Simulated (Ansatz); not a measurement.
WO$_{3}$:
```xyz
16
Lattice="7.5724 0.0000 0.0000 0.0000 7.5724 0.0000 0.0000 0.0000 3.8779" Properties=species:S:1:pos:R:3 pbc="T T T"
W      5.5433     1.7571     0.2124
W      1.7571     2.0290     3.6655
W      2.0290     5.8152     0.2124
W      5.8152     5.5433     3.6655
O      5.6370     1.8509     1.9805
O      1.8509     1.9353     1.8974
O      1.9353     5.7215     1.9805
O      5.7215     5.6370     1.8974
O      1.8992     0.0427     0.0159
O      0.0427     5.6732     3.8620
O      5.6732     7.5297     0.0159
O      7.5297     1.8992     3.8620
O      5.6854     3.7435     3.8620
O      3.8288     5.6854     0.0159
O      1.8870     3.8288     3.8620
O      3.7435     1.8870     0.0159
```

Relaxed with PBEsol.

Map the valence electron density (e/Å³), cut off at 2 on the plane through (0.732, 0.232, 0.055) spanned by u = [0, 0, 1] and v = [1, 1, 0] in lattice vectors, from PBEsol (plane waves, PAW; program Ansatz).

x is the fraction of u, y of v (the angle between them is 90°; rows are the nearest grid lines); atoms in the plane: W at (0.00, 0.00), W at (0.00, 0.54), O at (0.46, 0.01), O at (0.46, 0.52).
```
|@@@@@#@@@@@@*--#@@@@|
|@@@#-:-+**=-:..:#@@@|
|#*=:........   .:=*#|
|.                 ..|
|                    |
|                    |
|                    |
|                    |
|..               ...|
|@@#=:.::--:.. ..=%@@|
|@@@@+-+%@@%+:..=@@@@|
|@@@@%#@@@@@@#--#@@@@|
|@@@+--+%@@@+-..:=@@@|
|..               ...|
|                    |
|                    |
|                    |
|                    |
|                    |
|                    |
|.                ...|
|#*=:.:-=**=-....:=*#|
|@@@#==#@@@@%=:.-#@@@|
|@@@@@#@@@@@@*--#@@@@|
```
Scale: ten equal steps from 0.002 (start of ' ') to 2.00 (end of '@'), in the order ' .:-=+*#%@'; x runs from 0.000 to 1.00, y from 0.000 (bottom) to 1.00 (top).

The density is the valence pseudo-density with augmentation charge, so density and ELF within about 1 Å of a nucleus are not all-electron values.

Space group P-42_1m. The workflow started from a Materials Project entry (that database holds measured and hypothetical structures alike); the Crystallography Open Database copy checked does not list it. COD files the formula under space group No. 2, 14, 62, 129, 130, 191, so this cell is another polymorph or a model. Its standing as an ambient phase is unchecked. The PBEsol relaxation kept the symmetry of its start; whether a distortion lowers the energy is not shown. No spin polarisation was allowed. No Hubbard U is applied. Scalar-relativistic: spin–orbit coupling is off unless named, which matters more the heavier the elements.

Potentials: the later of the program's two PAW sets.
